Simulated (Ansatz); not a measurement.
# Property card for YbGe2

YbGe₂ in space group P6/mmm (No. 191; Yb on 1a, Ge on 2d), a = 4.3911 Å, b = 4.3911 Å, c = 4.0078 Å, α = 90.00°, β = 90.00°, γ = 120.00°.

Space group P6/mmm (No. 191); conventional cell a = b = 4.391 Å, c = 4.008 Å, α = β = 90.00°, γ = 120.00°.

Method: DFT-PBE in the program Ansatz with PAW potentials. Geometry: relaxed at this level of theory. Other levels are named where they apply.

**Cell and energy**

```
Quantity                                                       Value
-----------------------------------------------------  -------------
Volume per atom                                             22.31 Å³
Density                                                   7.90 g/cm³
Formation energy from the elements (no fitted shifts)  -0.41 eV/atom
```

**Electronic structure**

```
Item                                                                        Result
------------------------------------  --------------------------------------------
Electronic character                                             metallic (no gap)
Density of states at the Fermi level  0.65 states/eV per atom (mean over ±0.08 eV)
```

**Magnetism**

```
Quantity                                          Result
--------------  ----------------------------------------
Magnetic order  non-magnetic (starting moments vanished)
```

**Mechanics**

```
Quantity                               Value
----------------------------------  --------
Bulk modulus (Birch–Murnaghan fit)  44.7 GPa
Pressure derivative B′                   4.0
```

A made-up cell: these elements were put on the sites of a structure type; neither database checked (COD, Materials Project) lists it. Whether it is the stable phase at ambient conditions was not checked. Symmetry was held in the PBE relaxation; whether a distortion lowers the energy is not shown. The workflow began spin-polarised and lost its moments. The 4f shell is in the valence. No Hubbard U is applied. The references are the lowest solids computed at this level, not always the standard phases. Scalar-relativistic: spin–orbit coupling is off unless named, which matters more the heavier the elements.

Potentials: the later of the program's two PAW sets.
